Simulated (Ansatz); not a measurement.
Task: TaC (rock salt, Fm-3m) is relaxed with the program Ansatz at the PBE level (PAW). What lattice parameters of the conventional cell result?

Result: a = 4.475 Å.

Task: Is it a metal or does it have a gap at this level?

Result: No gap at this level.

The cell was relaxed with PBE under the symmetry of its start. The run is not spin-polarised. Scalar-relativistic: spin–orbit coupling is off unless named, which matters more the heavier the elements.

Potentials: the later of the program's two PAW sets.
